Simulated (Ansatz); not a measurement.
Te (trigonal-Te type, space group P3_121)

```yaml
crystal:
  lattice:
    - [4.52090, 0.00000, 0.00000]
    - [-2.26045, 3.91521, 0.00000]
    - [0.00000, 0.00000, 5.95427]
  atoms:
    - { symbol: Te, position: [0.26811, 0.00000, 0.33333] }
    - { symbol: Te, position: [0.00000, 0.26811, 0.66667] }
    - { symbol: Te, position: [0.73189, 0.73189, 0.00000] }
```

Scan: atom 2 (Te, nearest neighbour Te at 2.889 Å; its periodic images, 4.5 Å or more away, move with it) is displaced along Cartesian [111], direction (0.577, 0.577, 0.577) in Cartesian axes, by s. The other atoms stay.

All values below come from PBE (plane waves to 420 eV, PAW, scalar-relativistic; Ansatz, an electronic-structure program). k mesh 7×7×5 (Γ-centred), Fermi-Dirac smearing 0.05 eV. Energies are smeared free energies. As the smearing reaches across the gap at some points, energies and forces of such displacements shift with the k mesh and the smearing. Spin-orbit coupling is left out, though Te is heavy. Te was relaxed with its symmetry unable to fall. ΔE is measured from the undisplaced structure.

The scan covers s from -0.870 to 0.870 Å in 11 points.

### Question
Is the energy the same for displacements of ±0.870 Å, and if not, which side lies higher?

### Answer
Not even: the positive side lies higher at ±0.870 Å. With its periodic images moving along, the atom's site symmetry in this cell is 2.

### Question
What is the force constant k = d²E/ds² of this move at s = 0?

### Answer
2.58 eV/Å².

(For displaced atoms, the force is minus the slope of the energy, and its curvature is a force constant, which sets phonon frequencies.)
